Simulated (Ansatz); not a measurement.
# BaTiO3 (Pm-3m), rigid cleavage

Level of theory: Ansatz, DFT r2SCAN+U, scalar-relativistic, plane waves, PAW. Cutoff 500 eV, Γ-centred 6×6×2 k-points, Gaussian smearing of 0.05 eV. Spin–orbit coupling is left out, which matters for the heavy elements here. U_eff on d shells: Ti 4 eV. No spin polarisation. Energies are free energies at this smearing, counted from the undisturbed cell; pressure is positive in compression.

Reference structure (relaxed at this level; it needn't be the usual structure):

```xyz
15
Lattice="0.0000 -4.0036 0.0000 0.0000 0.0000 -4.0036 12.0108 0.0000 0.0000" Properties=species:S:1:pos:R:3 pbc="T T T"
Ba    1.0007   -2.0018   -2.0018
Ba    5.0043   -2.0018   -2.0018
Ba    9.0079   -2.0018   -2.0018
Ti    3.0025    0.0000    0.0000
Ti    7.0061    0.0000    0.0000
Ti   11.0097    0.0000    0.0000
O     1.0007    0.0000    0.0000
O     5.0043    0.0000    0.0000
O     9.0079    0.0000    0.0000
O    11.0097   -2.0018    0.0000
O     3.0025   -2.0018    0.0000
O     7.0061   -2.0018    0.0000
O    11.0097    0.0000   -2.0018
O     3.0025    0.0000   -2.0018
O     7.0061    0.0000   -2.0018
```

The cut lies on the cell's a–b face, a (1 0 0) plane (indices in the standard cell, whose axes needn't be the Cartesian ones shown) of area 16.03 Å², between layers 2.00 Å apart. Vector c is lengthened by d along the normal with the atoms' Cartesian places fixed: one unrelaxed cut a cell.

```tsv
d (Å)	energy (J/m²)	traction dE/dd (GPa)	gap on the mesh (eV)
-0.30	0.86	-72.7	2.40
-0.15	0.17	-24.8	2.58
0.00	0.00	0.0	2.66
0.25	0.24	15.8	2.46
0.50	0.68	18.2	2.31
0.75	1.12	16.1	2.18
1.00	1.48	12.8	2.09
1.50	1.97	7.1	2.01
2.00	2.23	3.7	2.03
3.00	2.43	0.9	2.05
4.50	2.49	0.2	2.03
6.00	2.51	0.1	2.01
```

Symmetry holds off the tilts and polar distortions that many cubic perovskites undergo.

Cost: 12 runs of about 16 core-minutes in all, on Arm Neoverse V2 (shared hosts).